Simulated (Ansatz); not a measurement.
Problem. TaC (rock salt, Fm-3m) is relaxed with the program Ansatz at the PBE level (PAW). What lattice parameters of the conventional cell result?

Solution. a = 4.475 Å.

Problem. Is it a metal or does it have a gap at this level?

Solution. No gap at this level.

The PBE relaxation kept the symmetry of its start. No spin polarisation was allowed. Spin–orbit coupling is left out wherever it is not named.

Potentials: the earlier of the program's two PAW sets.
